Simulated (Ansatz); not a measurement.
Relaxed-ion elastic tensor of Bi (A7 (α-As type), R-3m) in GPa (Voigt order), plane-wave PAW PBEsol (Ansatz code); density 10.08 g/cm³, 34.43 Å³ per atom.

```csv
,1,2,3,4,5,6
1,70.8,32.3,27.6,-5.7,0.0,0.0
2,32.3,70.8,27.6,5.7,0.0,0.0
3,27.6,27.6,41.1,0.0,0.0,0.0
4,-5.7,5.7,0.0,10.1,0.0,0.0
5,0.0,0.0,0.0,0.0,10.1,-5.7
6,0.0,0.0,0.0,0.0,-5.7,19.2
```

Task: Is the crystal mechanically stable?

Result: Yes: the smallest eigenvalue of C is 7.4 GPa.

Task: Work out the Voigt, Reuss and Hill averages.

Result: K_V = 39.7, K_R = 36.2, K_H = 38.0; G_V = 14.2, G_R = 11.1, G_H = 12.7 GPa.

Task: Give Young's modulus, Poisson's ratio, Pugh's ratio and the universal anisotropy index.

Result: E = 9KG/(3K + G) = 34.2 GPa; ν = 0.35; K/G = 3.00 (ductile by the Pugh limit of 1.75); A_U = 5G_V/G_R + K_V/K_R − 6 = 1.50.

Task: Estimate the sound speeds and the Debye temperature.

Result: v_l = √((K + 4G/3)/ρ) = 2330 m/s, v_t = √(G/ρ) = 1120 m/s, mean 1260 m/s; Θ = (h/k)(3n/4πV)^(1/3) v_m = 115 K.

Task: How much does each axis shrink under pressure?

Result: Linear compressibilities β_i = Σ_j S_ij (j = 1 to 3): x 5.0, y 5.0, z 18 per TPa.

The PBEsol relaxation kept the symmetry of its start; of distortions, only those at the zone centre were tested. As this level gives no gap, shear constants depend on the k-mesh and smearing (Fermi–Dirac, 0.1 eV here). Scalar-relativistic: spin–orbit coupling is off unless named, which matters more the heavier the elements.

Potentials: the earlier of the program's two PAW sets.
